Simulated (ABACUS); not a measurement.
Set-up for a self-consistent single point of Ge2Mo (I4/mmm, 3 atoms in the cell; from Materials Project mp-10201, changed as shown).

```xyz
3
Lattice="-1.6711 1.6711 4.1203 1.6711 -1.6711 4.1203 1.6711 1.6711 -4.1203" Properties=species:S:1:pos:R:3 pbc="T T T"
Ge     0.0000     0.0000     5.4526
Ge     0.0000     0.0000     2.7880
Mo     0.0000     0.0000     0.0000
```

Computed with LDA (PW92), PseudoDojo 0.4 standard norm-conserving LDA (tails mended) pseudopotentials (plane waves; ABACUS).

ABACUS settings:

* **KPT**: Gamma 7 7 7 0 0 0
* **basis_type**: pw
* **dft_functional**: PWLDA
* **ecutwfc**: 80 Ry
* **smearing_method**: mv
* **smearing_sigma**: 0.0146997 Ry
* **potentials**: PseudoDojo 0.4 standard norm-conserving LDA (tails mended)
* **symmetry**: 1
* **ks_solver**: cg
* **scf_nmax**: 100
* **scf_thr**: 1.0e-09 Ry
* **mixing_type**: broyden
* **mixing_beta**: 0.4

Results:

- Number of valence electrons: 42
- Number of bands: 31
- Number of k-points after the program's reduction: 40
- Number of plane waves (most at a k-point): 3778
- Number of SCF iterations: 13
- FFT grid: 54 × 54 × 54
- Free energy E − TS: -6771.9280 eV
- Fermi level (on the code's own zero): 17.33 eV
- Pressure: -8.96 GPa
- Largest force (vector length): 0.116 eV/Å

Forces (eV/Å):
```tsv
atom	Fx	Fy	Fz
Ge1	0.000	0.000	-0.116
Ge2	0.000	0.000	0.116
Mo3	0.000	0.000	0.000
```

Stress (GPa, positive for compression):
```
-9.37   0.00   0.00
 0.00  -9.37   0.00
 0.00   0.00  -8.15
```

For comparison: a first run was changed to give this one (volume scaled by 1.02), and from it to this one the free energy goes up by 14.0 meV/atom, the pressure goes from -5.88 to -8.96 GPa and the largest force goes from 0.059 to 0.116 eV/Å.

The structure comes from a collection of computed structures, made at another level of theory; the collection holds predicted forms beside known ones. No clean gap shows at this smearing width and mesh (spacing up to 0.38 Å⁻¹); the mesh is coarse for partly filled bands, so the values carry mesh errors.

Cost on one core: very roughly 6 core-minutes.

“Tails mended”: in these copies of the files the far tail of each local potential was reset to the Coulomb form.
